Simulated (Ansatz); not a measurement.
CsH:
```yaml
crystal:
  lattice:
    - [0.00000, 3.19046, 3.19046]
    - [3.19046, 0.00000, 3.19046]
    - [3.19046, 3.19046, 0.00000]
  atoms:
    - { symbol: Cs, position: [0.00000, 0.00000, 0.00000] }
    - { symbol: H, position: [0.50000, 0.50000, 0.50000] }
```

Relaxed with r²SCAN. Special points in fractions of this cell's reciprocal vectors: Γ (0.000, 0.000, 0.000); X (0.500, 0.000, 0.500); U (0.625, 0.250, 0.625); K (0.375, 0.375, 0.750); L (0.500, 0.500, 0.500); W (0.500, 0.250, 0.750).

Task: List the band energies nearest the valence-band maximum at these points for DFT-r²SCAN with spin–orbit coupling in the program Ansatz with PAW potentials.

Result: In eV from the valence-band maximum; about four levels below and three above (degenerate sets whole), none deeper than 8.9 eV; points with the same levels are listed once.

```csv
k,below,above
Γ,-7.63 -7.63 -7.63 -7.63 -1.63 -1.63,5.68 5.68 5.68 5.68
X,-7.92 -7.92 -1.13 -1.13,3.52 3.52 6.03 6.03
U,-7.96 -7.96 -0.75 -0.75,3.83 3.83 5.24 5.24
L,-7.73 -7.73 0.00 0.00,2.68 2.68 5.24 5.24
W,-8.04 -8.04 -0.71 -0.71,4.51 4.51 4.63 4.63
```

Space group Fm-3m (rock salt). The workflow started from a Materials Project entry (that database holds measured and hypothetical structures alike); the Crystallography Open Database files this formula in space group No. 225, but the cells were not matched. Its standing as an ambient phase is unchecked. The cell was relaxed with r²SCAN under the symmetry of its start; phonons on a q-mesh show no instability.

Potentials: the later of the program's two PAW sets.
